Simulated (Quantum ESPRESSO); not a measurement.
Field gradients of BaNaBiWO6 from PBE PAW (JTH datasets; density from pw.x of a modified build of Quantum ESPRESSO, gradients reconstructed from it by a script). The input of pw.x:

```
&CONTROL
  calculation = 'scf'
  prefix = 'x'
  pseudo_dir = './pseudo'
  outdir = './out'
  tprnfor = .true.
/
&SYSTEM
  ibrav = 0
  nat = 10
  ntyp = 5
  ecutwfc = 60
  ecutrho = 240
  occupations = 'fixed'
  nbnd = 46
/
&ELECTRONS
  conv_thr = 1e-11
/
ATOMIC_SPECIES
Na 22.990 Na.GGA_PBE-JTH.UPF
Ba 137.327 Ba.GGA_PBE-JTH.UPF
Bi 208.980 Bi.GGA_PBE-JTH.UPF
W 183.840 W.GGA_PBE-JTH.UPF
O 15.999 O.GGA_PBE-JTH.UPF
CELL_PARAMETERS angstrom
    0.000000000000     4.282610000000     4.282610000000
    4.282610000000     0.000000000000     4.282610000000
    4.282610000000     4.282610000000     0.000000000000
ATOMIC_POSITIONS crystal
Na     0.750000000000     0.750000000000     0.750000000000
Ba     0.250000000000     0.250000000000     0.250000000000
Bi     0.000000000000     0.000000000000    -0.000000000000
W      0.500000000000     0.500000000000     0.500000000000
O      0.728000000000     0.272000000000     0.272000000000
O      0.728000000000     0.272000000000     0.728000000000
O      0.272000000000     0.728000000000     0.728000000000
O      0.272000000000     0.728000000000     0.272000000000
O      0.728000000000     0.728000000000     0.272000000000
O      0.272000000000     0.272000000000     0.728000000000
K_POINTS automatic
5 5 5 0 0 0
```
The geometry is a computed Materials Project entry, not a measured one. It is BaNaBiWO6 in F-43m; whether this form has been observed was not checked. Stability against distortions was not tested. Forces on the atoms reach 0.52 eV/Å at this level. The run has no spin polarisation.

Vzz is the sum of three terms, each taken along its main axis: the smooth valence density, the ions (nucleus and frozen core) with the augmentation charges of all other spheres, and the all-electron minus smooth density in the atom's own sphere. The split hangs on the datasets.  Cores are frozen. Against all-electron runs on small test molecules, this scheme's |Vzz| missed by −2 to +6 % on O.

```tsv
site	smooth valence density	ions and other spheres	own sphere	Vzz (a.u.)
O (atoms 5, 6, 7, 8, 9, 10)	-0.298	0.395	(withheld)	(withheld)
```

Q: Some entries are withheld; supply them.

A: 
- O (atoms 5, 6, 7, 8, 9, 10), own sphere: 0.240
- O (atoms 5, 6, 7, 8, 9, 10), Vzz (a.u.): 0.336
